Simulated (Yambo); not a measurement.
Material: KLuS2 (space group R-3m, No. 166) under isotropic strain of -3 % on all lattice vectors; a = b = c = 7.351 Å, α = β = γ = 29.88° (4 atoms in the cell). The PBEsol cell relaxed from Materials Project entry mp-1007636 was given an isotropic strain of -3 % on all lattice vectors, and the atoms were relaxed again.

With norm-conserving PBEsol (Quantum ESPRESSO, 100 Ry, no spin-orbit coupling), the gap between the mesh's edge points (Γ → F) is 1.778 eV.

Q: Estimate the G0W0 gap between the same points from Yambo (4×4×4 Γ-centred k mesh, bands 2 to 111 and a 6 Ry block in the screening, 111 bands in G with the Bruneval-Gonze terminator, plasmon pole fitted at 27.2 eV).

A: The correction is 1.158 eV, giving 2.936 eV, 1.7 times the PBEsol value.  Convergence of the G0W0 settings was not tested. The 4f states are in the valence at their DFT position.
